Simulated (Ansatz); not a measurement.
Relaxed-ion elastic tensor of LiTaO$_{3}$ in space group P4mm (No. 99; Ta on 1b, Li on 1a, O on 1b, O on 2c) in GPa (Voigt order), LDA (plane waves, PAW; program Ansatz); density 6.53 g/cm³, 12.01 Å³ per atom.

|  | 1 | 2 | 3 | 4 | 5 | 6 |
|---|---|---|---|---|---|---|
| 1 | 371 | 44.0 | 110 | 0.0 | 0.0 | 0.0 |
| 2 | 44.0 | 371 | 110 | 0.0 | 0.0 | 0.0 |
| 3 | 110 | 110 | 295 | 0.0 | 0.0 | 0.0 |
| 4 | 0.0 | 0.0 | 0.0 | 48.5 | 0.0 | 0.0 |
| 5 | 0.0 | 0.0 | 0.0 | 0.0 | 48.5 | 0.0 |
| 6 | 0.0 | 0.0 | 0.0 | 0.0 | 0.0 | 102 |

Task: Is the crystal mechanically stable?

Result: Yes: the smallest eigenvalue of C is 48.5 GPa.

Task: Work out the Voigt, Reuss and Hill averages.

Result: K_V = 174, K_R = 174, K_H = 174; G_V = 91.3, G_R = 73.8, G_H = 82.5 GPa.

Task: Give Young's modulus, Poisson's ratio, Pugh's ratio and the universal anisotropy index.

Result: E = 9KG/(3K + G) = 214 GPa; ν = 0.30; K/G = 2.11 (ductile by the Pugh limit of 1.75); A_U = 5G_V/G_R + K_V/K_R − 6 = 1.19.

Task: Estimate the sound speeds and the Debye temperature.

Result: v_l = √((K + 4G/3)/ρ) = 6600 m/s, v_t = √(G/ρ) = 3560 m/s, mean 3970 m/s; Θ = (h/k)(3n/4πV)^(1/3) v_m = 516 K.

Task: How much does each axis shrink under pressure?

Result: Linear compressibilities β_i = Σ_j S_ij (j = 1 to 3): x 1.9, y 1.9, z 2.0 per TPa.

The start of the workflow was typed in or built on a structure type; neither database checked (COD, Materials Project) lists it. It is not the phase usual at ambient conditions (space group No. 161). The cell was relaxed with LDA under the symmetry of its start. At this level the phase is dynamically unstable (imaginary phonons). No spin polarisation was allowed. Scalar-relativistic: spin–orbit coupling is off unless named, which matters more the heavier the elements.

Potentials: the earlier of the program's two PAW sets.
